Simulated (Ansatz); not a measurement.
One stationary structure of VN. Computed with PBEsol (plane waves to 420 eV, PAW, scalar-relativistic; Ansatz, an electronic-structure program).

```cif
data_NV
_chemical_formula_sum 'V1 N1'
_space_group_name_H-M_alt 'P 1'
_space_group_IT_number 1
_cell_length_a 2.88006
_cell_length_b 2.88006
_cell_length_c 2.88006
_cell_angle_alpha 60.000
_cell_angle_beta 60.000
_cell_angle_gamma 60.000
loop_
_space_group_symop_operation_xyz
  'x, y, z'
loop_
_atom_site_label
_atom_site_type_symbol
_atom_site_fract_x
_atom_site_fract_y
_atom_site_fract_z
_atom_site_occupancy
V1 V 0.00000 0.00000 0.00000 1
N1 N 0.50000 0.50000 0.50000 1
```

### Question
Determine the symmetry and give the standard cell with its independent sites.

### Answer
Space group Fm-3m (No. 225); a = b = c = 4.073 Å, α = β = γ = 90.00°

| atom | site | symmetry | x | y | z |
|---|---|---|---|---|---|
| V | 4a | m-3m | 0.0000 | 0.0000 | 0.0000 |
| N | 4b | m-3m | 0.5000 | 0.5000 | 0.5000 |

This is the rock salt type.

### Question
Give the shortest distances between elements (the closest pairs, up to four, under 3.6 Å).

### Answer
N–V 2.04 Å; V–V 2.88 Å; N–N 2.88 Å.

```yaml
volume_per_atom: 8.45 Å³
density: 6.38 g/cm³
band_gap: no gap (metallic)
magnetic_moment: zero (the starting moments vanished)
```

No spin polarisation in the result: the starting moments vanished.

The run could not lose the symmetry of its start.
